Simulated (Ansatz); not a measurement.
# Nb5Ge4Au4: reading a single point

```
CELL_PARAMETERS angstrom
0.00000 0.00000 3.84984
5.30980 -5.30980 1.92492
5.30980 5.30980 -1.92492
ATOMIC_POSITIONS crystal
Ge 0.24482 0.82177 0.31141
Ge 0.06659 0.68859 0.82177
Ge 0.75518 0.17823 0.68859
Ge 0.93341 0.31141 0.17823
Nb 0.38055 0.92917 0.69027
Nb 0.30972 0.30973 0.92917
Nb 0.61945 0.07083 0.30973
Nb 0.69028 0.69027 0.07083
Au 0.11028 0.29519 0.51575
Au 0.40547 0.48425 0.29519
Au 0.88972 0.70481 0.48425
Au 0.59453 0.51575 0.70481
Nb 0.00000 0.00000 0.00000
```

Method: r2SCAN, no spin polarisation; PAW, plane waves to 500 eV, 6×6×6 Γ-centred mesh, methfessel-paxton occupations (width 0.1671 eV) (Ansatz 0.2.0), atoms fixed.

- Contacts: Ge–Au at 2.48 Å: least valence density 0.49 e/Å³ and ELF 0.40 there. Ge–Nb at 2.68 Å: least valence density 0.33 e/Å³ and ELF 0.32 there. Au–Au at 2.91 Å: least valence density 0.28 e/Å³ and ELF 0.21 there. These are pseudo-fields; inside the PAW spheres they differ from the all-electron ones.
- Stress: The pressure is 4.0 GPa (compression positive), so with the atoms held at these fractions the cell would first expand; the forces are large, so a full relaxation may end otherwise.
- Formation energy: -0.22 eV an atom against the elements' usual phases (free molecules for gases, crystals otherwise, with no correction for O₂ or N₂), so it is bound against them; other compounds may still compete. Relaxing would lower it.
- Forces: The largest is on Ge1 (and as large on other atoms): 1.29 eV/Å, components (0.11, -1.29, 0.00). It makes 127° with the line to a nearest neighbour, Au11 at 2.48 Å.
- Electronic structure: It is a metal, with about 5.1 states/eV a cell as the mean within 0.25 eV of the Fermi level, mostly Nb d (77 %).
- Charges: Bader charges in e: Nb +0.68 to +1.02, Ge -0.52, Au -0.67. In the mean Nb gives up most and Au takes most.

Origin: a known structure type with other elements, at an estimated volume, so it need not be a known compound. Caveats: wide smearing.
